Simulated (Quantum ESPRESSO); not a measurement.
**Band energies of BeTe at -3 % isotropic strain**

```
CELL_PARAMETERS angstrom
      0.00000     2.71928     2.71928
      2.71928     0.00000     2.71928
      2.71928     2.71928     0.00000
ATOMIC_POSITIONS crystal
  Be 0.00000 0.00000 0.00000
  Te 0.25000 0.25000 0.25000
```

PBE (stringent potentials; Quantum ESPRESSO, PseudoDojo norm-conserving, 107 Ry, no spin-orbit coupling); path ΓXWKΓLUWLK,UX; energies in eV from the valence-band maximum.

```csv
k (1/Å),point,band 10,band 11,band 12,band 13,band 14,band 15,band 16,band 17
0.00,Γ,-36.47,-13.04,0.00,0.00,0.00,3.53,3.53,3.53
0.53,,-36.47,-12.31,-2.75,-1.77,-1.77,2.57,4.76,6.36
1.16,X,-36.47,-10.82,-5.69,-3.05,-3.05,1.71,2.53,10.45
1.73,W,-36.47,-10.77,-5.05,-4.28,-3.73,5.36,5.49,5.80
2.14,K,-36.47,-10.84,-5.28,-4.49,-2.59,2.54,5.36,8.30
2.45,,-36.47,-11.27,-5.09,-4.06,-1.74,3.44,6.25,6.98
3.06,,-36.47,-12.79,-1.72,-0.96,-0.17,3.82,3.95,4.28
3.37,Γ,-36.47,-13.04,0.00,0.00,0.00,3.53,3.53,3.53
3.57,,-36.47,-12.93,-1.03,-0.19,-0.19,3.69,3.81,3.81
4.17,,-36.47,-11.65,-5.75,-1.23,-1.23,3.42,4.60,4.60
4.37,L,-36.47,-11.42,-6.24,-1.32,-1.32,3.39,4.56,4.56
4.67,,-36.47,-11.25,-5.97,-2.69,-1.76,3.52,5.30,5.59
5.07,U,-36.47,-10.84,-5.28,-4.49,-2.59,2.54,5.36,8.30
5.28,,-36.47,-10.81,-5.19,-4.39,-3.15,3.53,5.44,7.17
5.48,W,-36.47,-10.77,-5.05,-4.28,-3.73,5.36,5.49,5.80
5.89,,-36.47,-11.13,-5.76,-3.28,-2.23,4.17,4.55,7.04
6.30,L,-36.47,-11.42,-6.24,-1.32,-1.32,3.39,4.56,4.56
6.39,,-36.47,-11.41,-6.21,-1.48,-1.36,3.52,4.52,4.66
6.92,,-36.47,-10.90,-5.29,-4.46,-2.45,2.69,5.99,7.83
7.01,K,-36.47,-10.84,-5.28,-4.49,-2.59,2.54,5.36,8.30
7.01,U,-36.47,-10.84,-5.28,-4.49,-2.59,2.54,5.36,8.30
7.42,X,-36.47,-10.82,-5.69,-3.05,-3.05,1.71,2.53,10.45
```

The PBE gap is indirect, 1.71 eV, from Γ to X; the smallest direct gap is 3.53 eV.

Spin-orbit coupling is left out, which matters for elements this heavy: edges can move by tenths of an eV.

Geometry strained from the cell relaxed with PBEsol, atoms relaxed again.
